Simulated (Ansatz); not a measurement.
**Equation of state of scandium, beta-Sn type**

Computed with DFT, BLYP, plane waves (420 eV) with PAW, scalar-relativistic (Ansatz 0.2.0). (PAW data from PBE, frozen cores regenerated.)

The cell is scaled uniformly from the relaxed one, with fractional coordinates and shape fixed. Energies are extrapolated to zero smearing, pressures are those at the given smearing. Because the bonds are stretched with the cell, B₀ of this curve lies above the true bulk modulus of such a structure. Magnetic state: spin not included.

```
V (Å³/atom)  E − E₀ (meV/atom)  P (GPa)
     22.257               53.8     6.65
     23.268               21.6     4.03
     24.280                4.5     1.83
     25.292                0.1    -0.01
     26.303                6.2    -1.54
     27.315               21.3    -2.82
     28.327               43.7    -3.89
```

Problem. Fit a third-order Birch-Murnaghan equation.

Solution. V₀ = 25.18 Å³/atom, B₀ = 42 GPa, B₀′ = 3.4.
